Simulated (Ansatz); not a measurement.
Ga:
Space group Cmce (No. 64); a = 4.479 Å, b = 7.596 Å, c = 4.486 Å, α = 90.00°, β = 90.00°, γ = 90.00°

| atom | site | symmetry | x | y | z |
|---|---|---|---|---|---|
| Ga | 8f | m.. | 0.0000 | 0.3441 | 0.4166 |
(The calculation used a cell of 4 atoms; values per cell refer to that cell.)

Relaxed at zero pressure with PBEsol (plane waves, PAW; program Ansatz).

The volume is lowered by 6 % and shape and atoms relax at that volume. What pressure results, and how do the axes share the change?

4.3 GPa; a -2.4 %, b -1.8 %, c -2.0 %; the energy rises by 15 meV/atom.

Give the new structure.


Space group Cmce (No. 64); a = 4.372 Å, b = 7.463 Å, c = 4.397 Å, α = 90.00°, β = 90.00°, γ = 90.00°

```json
[
 {"atom": "Ga", "site": "8f", "symmetry": "m..", "x": "0.0000", "y": "0.3446", "z": "0.4165"}
]
```

The phase is kept; no other phase was compared at this pressure.

Symmetry was held in the PBEsol relaxation. Axis ratios of metals converge slowly with the k-mesh, so a and c are less sure than the volume.

Potentials: the earlier of the program's two PAW sets. The files were generated under PBE; for other functionals the program regenerates the frozen cores, and for LDA and PBEsol the local potential too.
